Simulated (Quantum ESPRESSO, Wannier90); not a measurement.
BeTe (zinc blende): Wannier90 run

```xyz
2
Lattice="0.0000 2.8315 2.8315 2.8315 0.0000 2.8315 2.8315 2.8315 0.0000" Properties=species:S:1:pos:R:3 pbc="T T T"
Be     0.0000     0.0000     0.0000
Te     1.4157     1.4157     1.4157
```

Materials Project entry mp-252; symmetrised, unrelaxed at this level. COD (Crystallography Open Database) has an entry of this formula and space group (matched by these alone). Computed values, not measurements, from PBEsol: Quantum ESPRESSO (norm-conserving PseudoDojo potentials, cutoff 71 Ry, spinors with spin-orbit coupling) on a Γ-centred 8×8×8 mesh, then Wannier90. Density: 10×10×10 mesh, cold smearing 0.01 Ry.

A tight-binding model is made by disentanglement and projection with no localisation steps (num_iter = 0), so the 16 orbitals stay atom-like: hydrogen-like Be: s;p; Te: s;p, axes along x, y, z; frozen window up to 3.11 eV relative to the valence-band maximum. It follows pw.x to 15 meV rms for states up to 2.6 eV relative to the valence-band maximum. Matrix elements depend on this choice of orbitals and windows.

**Question.** What are the on-site energies relative to the valence-band maximum, and how fast do the hoppings decay?

**Answer.** 
| atom | orbitals | energy (eV) |
|---|---|---|
| Be1 | s↑ s↓ | 0.42 |
| Be1 | pz↑ pz↓ px↑ px↓ py↑ py↓ | 2.93 |
| Te2 | s↑ s↓ | -8.41 |
| Te2 | pz↑ pz↓ px↑ px↓ py↑ py↓ | 0.21 |

```json
[
 {"distance of the centres (Å)": "2–3", "largest modulus (eV)": "1.7"},
 {"distance of the centres (Å)": "4–5", "largest modulus (eV)": "0.43"},
 {"distance of the centres (Å)": "5–6", "largest modulus (eV)": "0.040"},
 {"distance of the centres (Å)": "6–7", "largest modulus (eV)": "0.11"},
 {"distance of the centres (Å)": "7–8", "largest modulus (eV)": "0.019"},
 {"distance of the centres (Å)": "8–9", "largest modulus (eV)": "0.041"},
 {"distance of the centres (Å)": "9–10", "largest modulus (eV)": "0.013"},
 {"distance of the centres (Å)": "10–11", "largest modulus (eV)": "0.0065"},
 {"distance of the centres (Å)": "11–12", "largest modulus (eV)": "0.0040"},
 {"distance of the centres (Å)": "12–13", "largest modulus (eV)": "0.0057"}
]
```

Effective spin-orbit constants λ of λ L·S, from the same-site elements px↑–py↑ (λ/2) and dx2-y2↑–dxy↑ (λ), where they are among the larger elements: Te2 p 0.60 eV.
